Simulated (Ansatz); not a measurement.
Hg:
```
Hg
1.0
    3.37877     0.00000     0.00000
   -1.68938     2.92610     0.00000
    0.00000     0.00000    10.73889
Hg
4
Cartesian
  0.00000   0.00000   0.00000
  0.00000   0.00000   5.36945
  0.00000   1.95073   2.68472
  1.68938   0.97537   8.05417
```

Relaxed with r²SCAN+D4. Special points in fractions of this cell's reciprocal vectors: Γ (0.000, 0.000, 0.000); M (0.500, 0.000, 0.000); K (0.333, 0.333, 0.000); A (0.000, 0.000, 0.500); L (0.500, 0.000, 0.500); H (0.333, 0.333, 0.500).

Q: List the band energies nearest the Fermi level at these points for r²SCAN+D4 (plane waves, PAW; program Ansatz).

A: In eV from the Fermi level; about four levels below and three above (degenerate sets whole), none deeper than 8.9 eV; points with the same levels are listed once.

| k | below | above |
|---|---|---|
| Γ | -5.82 -5.82 -1.35 -0.56 | 7.07 7.08 11.77 11.77 |
| M | -2.13 -1.07 -0.48 -0.37 | 0.00 3.05 3.35 |
| K | -1.30 -0.97 -0.97 -0.42 | 1.90 2.30 2.30 |
| A | -5.92 -5.92 -5.92 -5.92 -3.94 -3.94 | 2.77 2.77 11.72 11.72 |
| L | -2.05 -2.05 -1.52 -1.52 | 1.23 1.23 1.79 1.79 |
| H | -0.96 -0.96 -0.92 -0.92 | 1.56 1.56 3.21 3.21 |

Space group P6_3/mmc (dhcp (α-La type)). The first step of the workflow began from a Materials Project structure, measured or hypothetical; the Crystallography Open Database copy checked does not list it. It is not the usual solid phase (space group No. 166). The r²SCAN+D4 relaxation kept the symmetry of its start; whether a distortion lowers the energy is not shown. The substance is a gas or liquid at ambient conditions. The pairwise dispersion correction was not fitted to metals. Spin–orbit coupling is left out wherever it is not named.

Potentials: the later of the program's two PAW sets.
